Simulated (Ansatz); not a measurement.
InP:
```cif
data_In3P3
_chemical_formula_sum 'In3 P3'
_space_group_name_H-M_alt 'P 1'
_space_group_IT_number 1
_cell_length_a 4.13899
_cell_length_b 4.13899
_cell_length_c 9.35163
_cell_angle_alpha 90.000
_cell_angle_beta 90.000
_cell_angle_gamma 120.000
loop_
_space_group_symop_operation_xyz
  'x, y, z'
loop_
_atom_site_label
_atom_site_type_symbol
_atom_site_fract_x
_atom_site_fract_y
_atom_site_fract_z
_atom_site_occupancy
In1 In 0.50055 0.00000 0.66667 1
In2 In 0.00000 0.50055 0.33333 1
In3 In 0.49945 0.49945 0.00000 1
P1 P 0.50029 0.00000 0.16667 1
P2 P 0.00000 0.50029 0.83333 1
P3 P 0.49971 0.49971 0.50000 1
```

Relaxed with r²SCAN. 

### Question
HSE06 on this cell (Ansatz, a first-principles code, PAW) gives a gap of 0.66 eV. What does r²SCAN give?

### Answer
0.41 eV.

Cost on shared cores: the r²SCAN run (SCF on a 8×8×3 mesh, then bands and DOS) roughly 2.5 core-minutes, the HSE06 run (SCF on 5×5×2, then a few points) about 70 core-seconds (a rough figure); the tasks are unlike.

Space group P6_222. The start of the workflow was typed in or built on a structure type; neither database checked (COD, Materials Project) lists it. It is not the phase usual at ambient conditions (space group No. 216). The cell was relaxed with r²SCAN under the symmetry of its start; whether a distortion lowers the energy is not shown. Spin–orbit coupling is left out wherever it is not named.

Potentials: the earlier of the program's two PAW sets.

Ansatz is a plane-wave DFT program.
